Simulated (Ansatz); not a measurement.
Compressing SrB6: a fit and a missing row

SrB6, Pm-3m, a = 4.189 Å. The structure is a COD entry; whether it is the stable form wasn't checked. Ansatz: r2SCAN, PAW, 500 eV, Γ-centred 8×8×8 mesh on 7 atoms, Gaussian smearing 0.10 eV; no spin polarisation. Shape and atoms are relaxed at each volume; pressure is positive in compression.

```
V (Å³/atom) P (GPa)
      9.868        ?
     10.183     4.92
     10.498     0.00
     10.813    -4.27
     11.128    -7.98
```

Task: Take V0 = 10.498 Å³/atom, fit the third-order Birch–Murnaghan form to the other rows, and predict the missing pressure.

Result: With the Eulerian strain f = ½[(V0/V)^(2/3) − 1] and y = P/[3f(1 + 2f)^(5/2)], the form is the line y = B0 + 1.5 B0 (B0′ − 4) f. Rows (f, y): 0.01026, 151.9; -0.00976, 153.2; -0.01905, 153.9. Means f = -0.006183, y = 153.00; Σ(Δf)² = 0.0004487, ΣΔfΔy = -0.03038; the slope is their ratio. y = 152.6 − 67.71 f GPa, so B0 = 152.6 GPa and B0′ = 4 + 2 × (-67.71)/(3 × 152.6) = 3.70. At V = 9.868, f = 0.02106, y = 151.17 and P = 10.59 GPa. The run gave 10.60 GPa, so the fit is 0.01 GPa too low, a small miss on the scale of the series. The form still works here, 33 % of the fitted range beyond its end.

Cost: 5 runs of about 1.9 core-minutes in all, on Arm Neoverse V2 (shared hosts).